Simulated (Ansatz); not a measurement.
The relaxed structure here is a generated cell of Ni: the first start was made by placing the elements on the sites of a structure type, and the end was not matched to a known phase here, so it may be hypothetical. Known forms of Ni include space group No. 225.

One stationary structure of Ni. Space group Pm-3m (No. 221), simple cubic type. Computed with r2SCAN (plane waves to 500 eV, PAW, scalar-relativistic; Ansatz, a quantum-chemistry and plane-wave program).

Space group Pm-3m (No. 221); a = b = c = 2.3051 Å, α = β = γ = 90.00°

```tsv
atom	site	symmetry	x	y	z
Ni	1a	m-3m	0.0000	0.0000	0.0000
```

Task: Give the magnetic moment at the level r2SCAN.

Result: Net 0.84 μB/atom, ferromagnetic.

Spin state reached: ferromagnetic (net 0.84 μB/atom), from parallel starting moments; other spin orders were not run from this start. r2SCAN tends to overstate moments in metals.

The run could not lower the symmetry of its start; a shaken copy of this end point relaxes with r2SCAN to Fm-3m (No. 225), 0.79 eV/atom lower.
